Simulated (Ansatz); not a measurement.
The guess for Te₂Mo₂Pt was made by a generator: species swapped into a database cell of TmAl2Ge2 (P-3m1, No. 164), with Pt on the Tm sites, Te on the Al sites and Mo on the Ge sites. Its size is a rough estimate.

```cif
data_structure
_symmetry_space_group_name_H-M 'P-3m1'
_symmetry_Int_Tables_number 164
_cell_length_a 4.5983
_cell_length_b 4.5983
_cell_length_c 7.1079
_cell_angle_alpha 90.000
_cell_angle_beta 90.000
_cell_angle_gamma 120.000
_cell_volume 130.16
loop_
_atom_site_label
_atom_site_type_symbol
_atom_site_symmetry_multiplicity
_atom_site_Wyckoff_symbol
_atom_site_fract_x
_atom_site_fract_y
_atom_site_fract_z
_atom_site_occupancy
Te1 Te 2 d 0.33333 0.66667 0.64647 1
Mo1 Mo 2 d 0.33333 0.66667 0.25545 1
Pt1 Pt 1 a 0.00000 0.00000 0.00000 1
```

All numbers below come from DFT PBE, scalar-relativistic, plane waves, PAW in Ansatz. Cutoff 420 eV, Gaussian smearing, Γ-centred meshes. Cell and atoms relax first on a coarse mesh, the cell is then made exact in the group found at 0.06 to 0.08 Å, and last on a converged mesh; the steps can't lower the symmetry of their start. No spin polarisation.

A guess keeps its type if space group and coordination stay and the shape of the cell changes little (axis ratios within about 15 %, angles within 6°); the volume may change.

Question: Does it keep its structure type, or change into something else?

Answer: It doesn't keep its type. The symmetry stays P-3m1 (No. 164). The volume per atom grows by 1.4 %, from 26.0 to 26.4 Å³. The shortest distance goes from 2.74 Å (Te–Mo) to 2.66 Å (Mo–Pt). The ratio c/a of the conventional cell changes by a factor of 1.11. Counting neighbours within 15 % of an atom's shortest distance, the start has Mo 4, Pt 12, Te 4 and the end Mo 10, Pt 6, Te 4. In detail, at the end around Te lie 1 Mo at 2.71 Å, 3 Mo at 2.92 Å and 3 Pt at 3.29 Å; Mo is surrounded by 3 Pt at 2.66 Å, 1 Te at 2.71 Å, 3 Mo at 2.90 Å and 3 Te at 2.92 Å; Pt has 6 Mo at 2.66 Å and 6 Te at 3.29 Å.

```cif
data_structure
_symmetry_space_group_name_H-M 'P-3m1'
_symmetry_Int_Tables_number 164
_cell_length_a 4.4644
_cell_length_b 4.4644
_cell_length_c 7.6489
_cell_angle_alpha 90.000
_cell_angle_beta 90.000
_cell_angle_gamma 120.000
_cell_volume 132.03
loop_
_atom_site_label
_atom_site_type_symbol
_atom_site_symmetry_multiplicity
_atom_site_Wyckoff_symbol
_atom_site_fract_x
_atom_site_fract_y
_atom_site_fract_z
_atom_site_occupancy
Te1 Te 2 d 0.33333 0.66667 0.73276 1
Mo1 Mo 2 d 0.33333 0.66667 0.08667 1
Pt1 Pt 1 a 0.00000 0.00000 0.00000 1
```

The last run used a 12×12×4 mesh (in the run's order of axes) for its 5-atom cell and Gaussian smearing of 0.10 eV. Weakly bound directions are ill-defined at this level, which has no dispersion term. These runs have no spin–orbit coupling, which can matter for Pt and Te. A later test with randomly moved atoms led to a structure 247 meV/atom lower, so this end is a saddle point or a shallow minimum. Another cell of the same search, in P2_1/m, lies 247 meV/atom lower, so this cell isn't the stable form at this level.
